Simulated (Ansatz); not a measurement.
BiPbClO$_{2}$ in space group Cmcm (No. 63; Bi on 4c, Pb on 4c, Cl on 4c, O on 8e), the program Ansatz at the r²SCAN+D4 level (PAW). The conduction-band minimum lies at Γ, with 1 equivalent valley. Second derivatives d²E/dk² of the lowest band at one valley (eV·Å²), along Cartesian directions:

```
direction  d²E/dk²
---------  -------
[100]        27.12
[010]        13.93
[001]        28.17
[110]        20.53
[101]        27.65
[011]        21.05
```

Task: Find the principal effective masses, the density-of-states mass and the conductivity mass.

Result: Off-diagonal terms follow from H_xy = H[110] − (H_xx + H_yy)/2, and m*/mₑ = 7.620 eV·Å² over each eigenvalue: 0.27, 0.28, 0.55. One valley's DOS mass (m₁m₂m₃)^(1/3) = 0.35, conductivity mass 3/(Σ 1/mᵢ) = 0.33 mₑ.

Task: What effective density of states Nc follows at 300 K for parabolic valleys?

Result: Nc = 2.509e19 × 1 × (0.35)^(3/2) ≈ 5.2e18 cm⁻³.

The first step of the workflow began from a Materials Project structure, measured or hypothetical; the Crystallography Open Database files this formula in space group No. 63, but the cells were not matched. Its standing as an ambient phase is unchecked. The r²SCAN+D4 relaxation kept the symmetry of its start; whether a distortion lowers the energy is not shown. Scalar-relativistic: spin–orbit coupling is off unless named, which matters more the heavier the elements.

Potentials: the later of the program's two PAW sets.

Edges and masses are those of Kohn–Sham bands, whose gap is no quasiparticle gap.
